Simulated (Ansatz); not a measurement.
**BePd (Pm-3m): lattice vibrations**

```
Be Pd
1.0
     2.79792    0.00000    0.00000
     0.00000    2.79792    0.00000
     0.00000    0.00000    2.79792
Be Pd
1 1
Direct
  0.00000 0.00000 0.00000
  0.50000 0.50000 0.50000
```

Conventional cell: a = 2.798 Å, b = 2.798 Å, c = 2.798 Å, α = 90.00°, β = 90.00°, γ = 90.00°. Around Be (atom 1) lie 8 Pd at 2.42 Å. Around Pd (atom 2) lie 8 Be at 2.42 Å.

Unless marked otherwise, the numbers come from PBEsol, all-electron LAPW in Ansatz 0.2.0, scalar-relativistic. k mesh 14×14×14, Fermi-Dirac smearing of 0.080 eV, basis error target 1 meV/atom. The cell was relaxed by PAW under this functional.

Atoms are displaced by 0.01 Å in the smallest supercells that hold the wave vectors of a 2×2×2 mesh. Negative values stand for unstable modes.

(1) What are the phonon energies at the solved wave vectors, in THz?

(2) Is the structure dynamically stable at these wave vectors?

(3) How do the optical zone-centre modes decompose, and which are active?

(4) How well do frozen-core PAW files reproduce these all-electron values?

(5) The cell is scaled evenly to 21.246 and 22.560 Å³ (from 21.903), with free atoms relaxed and the shape held. What are the mode Grüneisen parameters γ = −d ln ω/d ln V?

Answers

(1) 

```tsv
q	point	modes (THz)
0.000 0.000 0.000	Gamma	11.39 (×3)
0.500 0.000 0.000	X	3.24 (×2), 6.52, 12.56 (×2), 13.98
0.500 0.500 0.000	M	3.34, 4.75 (×2), 10.99, 11.24 (×2)
0.500 0.500 0.500	R	5.56 (×3), 12.43 (×3)
```

(2) Yes, no mode is unstable there; wave vectors off this mesh aren't tested.

(3) Point group m-3m: Γ_opt = T1u.

```tsv
label	THz	activity	mostly
T1u	11.39	IR	Be (92 %)
```

In a metal the activity is that of symmetry alone; free carriers screen the infrared modes.

(4) With a cutoff of 420 eV and displacements of 0.0025 Å, the r.m.s. difference over the modes is 0.2 cm⁻¹; the largest difference is 415.0 (PAW) against 414.6 cm⁻¹ (LAPW).

(5) For the highest mode, 492.3 cm⁻¹ in the small cell and 441.6 in the large one give γ ≈ 1.81. From the change of the dynamical matrix on each mode:

| point | cm⁻¹ | γ |
| --- | --- | --- |
| Gamma | 379.9 | 2.12 |
| X | 108.2 | 1.85 |
| X | 217.5 | 2.05 |
| X | 419.0 | 1.76 |
| X | 466.4 | 1.81 |
| M | 111.3 | 1.52 |
| M | 158.4 | 1.78 |
| M | 366.4 | 2.01 |
| M | 375.0 | 2.44 |
| R | 185.5 | 2.35 |
| R | 414.6 | 1.91 |

Weighted by the modes' heat capacities at 300 K, the mean on this mesh is 1.95; it moves with the q mesh, and a coarse one overweights the zone boundary.

Caveats: responses of metals move with mesh and smearing; the frozen-core PAW files of the compared runs were fitted under PBE, their cores solved anew for this functional.
